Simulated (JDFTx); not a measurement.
Reference run:

Zn(0001) slab cut from bulk Zn (space group P6_3/mmc, indices of the conventional cell, lattice of the Materials Project entry mp-79, not re-optimised): 4 atoms in 4 planes, a 1x1 cell of 5.92 Å² (|a| = 2.614, |b| = 2.614 Å), 7.3 Å between the outermost planes, cell height 23.3 Å, 10×10×1 k mesh, Fermi smearing 0.01 Ha, no spin polarisation.

Reference level: PBE, GBRV ultrasoft potentials, plane waves to 20/100 Ha, in JDFTx (a modified build). Unrelaxed; liquid: linear PCM (GLSSA13), water, 1 M NaF. Potentials refer to SHE, placed 4.44 V below the bulk liquid's zero by convention.

```
slab thickness   work function (eV)  U_pzc (V)  mean C below U_pzc (μF/cm²)  k states × plane waves  cycles, vacuum run  rough core time, vacuum run
---------------  ------------------  ---------  ---------------------------  ----------------------  ------------------  ---------------------------
2 atoms, 2.4 Å                 4.37      -0.35                14 over 0.5 V               14 × 3139                  17                         40 s
3 atoms, 4.9 Å                 4.15      -0.55                13 over 0.5 V               14 × 3566                  18                         60 s
4 atoms, 7.3 Å                    ?          ?                13 over 0.5 V               14 × 3976                  19                        2 min
5 atoms, 9.7 Å                 4.10      -0.60                14 over 0.5 V               14 × 4385                  18                        2 min
6 atoms, 12.2 Å                4.15      -0.55                14 over 0.5 V               14 × 4811                  19                        5 min
7 atoms, 14.6 Å                4.16      -0.54                13 over 0.5 V               14 × 5222                  20                        5 min
```

### Question
What belongs in the gaps?

### Answer

- 4 atoms, 7.3 Å, work function (eV): 4.06
- 4 atoms, 7.3 Å, U_pzc (V): -0.63

The times are rough (shared hosts); only ratios past two mean anything.
